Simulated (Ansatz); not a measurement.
Mo (bcc, W type) is sheared across one {211} plane: the third cell vector gains the shift, so faults repeat every 7.7 Å. The cut lies between planes 1.29 Å apart; the cell height is held.

```
CELL_PARAMETERS angstrom
      2.72851     0.00000     0.00000
      0.00000     4.45563     0.00000
      0.00000     0.00000     7.71738
ATOMIC_POSITIONS crystal
  Mo 0.00000 0.00000 0.91667
  Mo 0.66667 0.50000 0.08333
  Mo 0.33333 0.00000 0.25000
  Mo 0.00000 0.50000 0.41667
  Mo 0.66667 0.00000 0.58333
  Mo 0.33333 0.50000 0.75000
```

In-plane vectors a = (2.729, 0.000) Å, b = (0.000, 4.456) Å, area 12.16 Å². The shift is s times the vector a (length 2.729 Å), so s = 1 restores the start. The shift is rigid: no atom relaxes. γ = [E(shift) − E(0)] / area.

Computed with r2SCAN (plane waves to 500 eV, PAW, scalar-relativistic; Ansatz, a first-principles code). k mesh 14×9×5 (Γ-centred), Fermi-Dirac smearing 0.05 eV. Energies are extrapolated to zero smearing. With partly filled bands, the k mesh leaves noise in γ, roughly 0.02 J/m² as judged from a few cases. Faults lie only 7.7 Å apart, and holding the cell height and the atoms raises γ above its relaxed value. On this mesh the relaxed cell isn't quite at rest: it carries a pressure of 0.1 GPa (compression positive) at the zero of the scan. Mo is run without spin polarisation. Mo was relaxed with its symmetry unable to fall. The zero of γ is zero shift. The last digit holds for this mesh only.

```tsv
s	γ (J/m²)
0.000	0.00
0.083	0.21
0.167	withheld
0.250	1.38
0.333	1.77
0.417	1.91
0.500	1.87
0.583	1.74
0.667	1.54
0.750	1.20
0.833	0.69
0.917	0.20
```

Task: Fit a Fourier form (three harmonics of 1 − cos and sin) to the given rows and predict γ at s = 0.167.

Result: Least squares on the 11 given rows: γ = (0.931)·[1 − cos(2πs)] + (0.090)·sin(2πs) + (0.175)·[1 − cos(4πs)] + (-0.045)·sin(4πs), in J/m²; root-mean-square residual 0.006 J/m². At 0.167 the fit gives 0.77 J/m²; the calculation gives 0.76 J/m², so the interpolation is off by 0.01 (+1.3 %). 

(The slope of γ gives the shear force per area between the displaced halves; near zero shift its curvature is an elastic stiffness.)
